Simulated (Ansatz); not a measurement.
# BiTe in the PbO-type structure

Computed with Ansatz (plane waves, PAW, 420 eV cutoff): PBE, scalar-relativistic, no spin polarisation, 6×6×8 k-mesh, Gaussian smearing of 0.05 eV; PAW files: Ansatz's generated set soft_2.

```
Bi Te
1.0
     5.61672    0.00000    0.00000
     0.00000    5.61672    0.00000
     0.00000    0.00000    4.15736
Bi Te
2 2
Cartesian
  2.8084 0.0000 1.4526
  0.0000 2.8084 2.7048
  0.0000 0.0000 0.0000
  2.8084 2.8084 0.0000
```

This is a trial structure; measured cells of the compound in the Crystallography Open Database are in space groups P-3m1, Fm-3m (rock salt).

The cell is relaxed to zero pressure at this level.

The cell has space group P4/nmm (read at 0.01 Å). In it the stress is 0.01, 0.01, -0.01, 0.00, 0.00, 0.00 GPa and the largest force component 0.003 eV/Å. Each change below starts from this cell, without further relaxation. Stress is in GPa, positive in compression, in the order xx, yy, zz, yz, xz, xy; energies are counted from the cell above and are free energies with the smearing's entropy, which match forces and stress in a metal.

Question: What happens when atom 2 (Bi) is moved by 0.02 Å along z?

Answer: The energy changes by 0.4 meV per cell, and the force on it along the shift is -0.0396 eV/Å (−F/u = 1.98 eV/Å²). Stress: 0.12, 0.12, 0.11, 0.00, 0.00, 0.00.
```tsv
atom	Fx (eV/Å)	Fy	Fz
Bi1	0.000	0.000	0.026
Bi2	0.000	0.000	-0.040
Te3	0.000	0.000	0.007
Te4	0.000	0.000	0.007
```

Question: What happens when atom 3 (Te) is moved by 0.08 Å along y?

Answer: The energy changes by 10.8 meV per cell, and the force on it along the shift is -0.274 eV/Å (−F/u = 3.43 eV/Å²). Stress: 0.01, 0.13, 0.02, -0.17, 0.00, 0.00.
| atom | Fx (eV/Å) | Fy | Fz |
| --- | --- | --- | --- |
| Bi1 | 0.000 | 0.001 | 0.005 |
| Bi2 | 0.000 | 0.148 | -0.025 |
| Te3 | 0.000 | -0.274 | 0.009 |
| Te4 | 0.000 | 0.125 | 0.010 |
In a harmonic crystal the energy would rise by −½F·u = ½ × 3.43 × 0.08² eV = 11.0 meV, which matches.

Question: What stress follows from an engineering strain of 1 % in xz, atoms carried along?

Answer: 0.02, 0.00, 0.00, 0.00, -0.05, 0.00 GPa; the energy changes by 0.2 meV per cell. So small a shear stiffness is near an instability, and in a metal within what the mesh can shift.
```
atom  Fx (eV/Å)     Fy      Fz
 Bi1     -0.011  0.000   0.004
 Bi2      0.011  0.000  -0.004
 Te3      0.014  0.000   0.000
 Te4     -0.014  0.000   0.000
```
The change of the stress over the strain gives a clamped-atom stiffness of about 5.0 GPa for this component.

Question: What stress follows from an engineering strain of 2 % in xx, atoms carried along?

Answer: -1.82, -0.62, -0.47, 0.00, 0.00, 0.00 GPa; the energy changes by 15.2 meV per cell.
| atom | Fx (eV/Å) | Fy | Fz |
| --- | --- | --- | --- |
| Bi1 | 0.000 | 0.000 | -0.079 |
| Bi2 | 0.000 | 0.000 | 0.079 |
| Te3 | 0.000 | 0.000 | 0.102 |
| Te4 | 0.000 | 0.000 | -0.102 |
The change of the stress over the strain gives a clamped-atom stiffness of about 91 GPa for this component, a secant value that lies under the elastic constant in tension and over it in compression, by several per cent for each per cent of strain.
In a harmonic crystal the energy would rise by V(½Cε² − σ₀ε), with σ₀ the stress of the unstrained cell, = 14.8 meV, which matches.

Question: All atoms and the cell are disturbed at random:
```
CELL_PARAMETERS angstrom
5.67757 0.02769 0.01980
0.02769 5.67246 -0.04244
0.01465 -0.03141 4.16015
ATOMIC_POSITIONS crystal
Bi 0.48488 0.99349 0.29962
Bi 0.00239 0.50323 0.66709
Te 0.00281 0.00010 0.01084
Te 0.50991 0.50318 0.02245
```
Give the energy change, the stress and the forces.

Answer: 75.6 meV per cell; stress 0.43, 1.11, 1.02, 0.29, 0.09, -0.19 GPa.
| atom | Fx (eV/Å) | Fy | Fz |
| --- | --- | --- | --- |
| Bi1 | 0.243 | 0.198 | 0.515 |
| Bi2 | 0.096 | -0.044 | -0.123 |
| Te3 | -0.224 | 0.089 | -0.171 |
| Te4 | -0.115 | -0.243 | -0.221 |

Question: All atoms and the cell are disturbed at random:
```
CELL_PARAMETERS angstrom
5.55685 0.00199 0.07968
0.00199 5.71712 -0.00014
0.05898 -0.00010 4.14598
ATOMIC_POSITIONS crystal
Bi 0.51257 0.01301 0.33690
Bi 0.98288 0.46674 0.66707
Te 0.00148 0.01115 0.99773
Te 0.50308 0.50910 0.99831
```
Give the energy change, the stress and the forces.

Answer: 97.6 meV per cell; stress 1.95, 0.37, 1.58, -0.50, -0.78, -0.33 GPa.
```
atom  Fx (eV/Å)      Fy      Fz
 Bi1     -0.171   0.076   0.204
 Bi2      0.252   0.402  -0.398
 Te3      0.296  -0.552  -0.011
 Te4     -0.377   0.074   0.206
```

Spin–orbit coupling, which matters for such heavy elements, is left out.
